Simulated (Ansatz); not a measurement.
**TiPt3 squeezed and stretched**

A database entry relaxed whole under r2SCAN (Pm-3m):

```
Ti Pt
1.0
     3.92080    0.00000    0.00000
     0.00000    3.92080    0.00000
     0.00000    0.00000    3.92080
Ti Pt
1 3
Cartesian
  0.0000 0.0000 0.0000
  0.0000 1.9604 1.9604
  1.9604 0.0000 1.9604
  1.9604 1.9604 0.0000
```

The cell was scaled uniformly, its shape held, and the atoms relaxed at each volume with plane-wave PAW DFT (Ansatz 0.2.0; r2SCAN, 500 eV, 9×9×9 Γ-centred mesh, fermi-dirac occupations of width 0.100 eV; no spin, no spin-orbit coupling). One row is withheld.

| volume (Å³/atom) | energy over the lowest (meV/atom) | pressure (GPa) |
| --- | --- | --- |
| 14.164 | 49.1 | 18.59 |
| 14.466 | 20.9 | 11.64 |
| 14.767 | 5.0 | 5.47 |
| 15.068 | 0.0 | 0.00 |
| 15.370 | ? | ? |
| 15.671 | 18.0 | -9.14 |
| 15.972 | 38.9 | -12.94 |

Fit the pressures of the other rows to the third-order Birch-Murnaghan form.

With f = [(V₀/V)^(2/3) − 1]/2 and P = 3B₀f(1 + 2f)^(5/2)[1 + 3(B₀′ − 4)f/2], least squares gives V₀ = 15.07 Å³ an atom, B₀ = 257 GPa and B₀′ = 5.0; the rows miss the fit by less than 0.01 GPa. The slope of the energies differs from these pressures by less than 0.05 GPa.

What does the withheld row hold?

The fit gives -4.84 GPa at 15.370 Å³; the run gave -4.85 GPa and 4.7 meV an atom.

Caveats: the shape of the cell was held; 0 K, fixed nuclei; the symmetry was kept, and this need not be the phase that is stable at 0 K; one mesh for all volumes; pressure is positive in compression.
